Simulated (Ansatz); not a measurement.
Values for one crystal, relaxed and computed with plane-wave PAW r²SCAN (Ansatz code); other levels are named.

```yaml
volume_per_atom: 16.71 Å³
electronic_character: metallic (no gap)
debye_temperature_from_the_elastic_constants: 447 K
Elastic constants (relaxed ions, GPa): C11 = 109, C12 = 65.6, C44 = 40.4
Density of states at the Fermi level: 0.41 states/eV per atom (mean over ±0.08 eV)
hill_bulk_and_shear_moduli: 80.0 and 31.4 GPa
Bulk modulus (Birch–Murnaghan fit): 79.5 GPa
```

### Question
Which of these materials gives this?
A. Ga, α-Ga
B. Co, Fd-3m (Co on 8a, Co on 16d)
C. Al, Fd-3m (Al on 8a, Al on 16d)
D. Y, diamond

### Answer
C, Al, Fd-3m (Al on 8a, Al on 16d)

The start of the workflow was typed in or built on a structure type; neither database checked (COD, Materials Project) lists it. It is not the phase usual at ambient conditions (space group No. 225). Symmetry was held in the r²SCAN relaxation; whether a distortion lowers the energy is not shown. As this level gives no gap, shear constants depend on the k-mesh and smearing (Fermi–Dirac, 0.1 eV here).

Potentials: the earlier of the program's two PAW sets.
